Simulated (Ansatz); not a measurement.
BaMoO3, in the lowest of the structures calculated here: Pm-3m (No. 221), cP5, cubic perovskite type; a = 4.009 Å, b = 4.009 Å, c = 4.009 Å, α = 90.00°, β = 90.00°, γ = 90.00°; Ba 1b (0.500, 0.500, 0.500); Mo 1a (0.000, 0.000, 0.000); O 3d (0.000, 0.000, 0.500). Level of theory: PBEsol (plane waves to 420 eV, PAW, scalar-relativistic; Ansatz, a program for electronic structure). Element references, the lowest calculated here: Mo (Im-3m), Ba (Im-3m), O (C2/m, ferromagnetic, forced by one molecule a cell; α-O2 is antiferromagnetic); gases are represented by their molecular solids.

**Question.** What is the computed formation energy of this Pm-3m form of BaMoO3 from the elements (PBEsol)?

**Answer.** -2.51 eV/atom.

Static energies, no anion corrections, no zero-point energy. Values are rounded to 0.01 eV/atom. The compounds carry no spin polarisation. No Hubbard U is applied.
